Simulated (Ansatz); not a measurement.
Notes on AsS2I

```
I As S
1.0
     2.08285    3.60760    0.00000
    -2.08285    3.60760    0.00000
     0.00000   -2.40506    7.22429
I As S
1 1 2
Direct
  0.00000 0.00000 0.00000
  0.50000 0.50000 0.50000
  0.23266 0.23266 0.69798
  0.76734 0.76734 0.30202
```

Method: r2SCAN, no spin polarisation; PAW, plane waves to 500 eV, 9×9×9 Γ-centred mesh, fermi-dirac occupations (width 0.1 eV) (Ansatz 0.2.0), atoms fixed.

(1) What happens at the Fermi level?

(2) Is it stable against the elements?

(3) What does the stress say?

(4) Describe some of the short contacts.

(5) Where is the largest force?

Origin: a known structure type with other elements, at an estimated volume, so it need not be a known compound. Caveats: many states at the Fermi level without spin polarisation, so a magnetic state may lie lower.

Answers

(1) It is a metal, with about 4.4 states/eV a cell as the mean within 0.25 eV of the Fermi level, mostly S p (48 %) and I p (41 %).

(2) 0.51 eV an atom against the elements' usual phases (free molecules for gases, crystals otherwise, with no correction for O₂ or N₂), so at this geometry it isn't bound against them. Relaxing would lower it.

(3) The pressure is -7.8 GPa (compression positive), so with the atoms held at these fractions the cell would first shrink. The principal stresses -8.8, -8.8, -5.8 GPa differ, so its shape would change too.

(4) As–S at 2.80 Å: least valence density 0.29 e/Å³ and ELF 0.52 there. I–S at 3.25 Å: least valence density 0.15 e/Å³ and ELF 0.20 there. Both are smooth PAW fields, read partly inside the augmentation spheres.

(5) The largest is on S4 (and as large on other atoms): 0.63 eV/Å, components (0.00, 0.00, 0.63). It makes 59° with the line to a nearest neighbour, As2 at 2.80 Å.
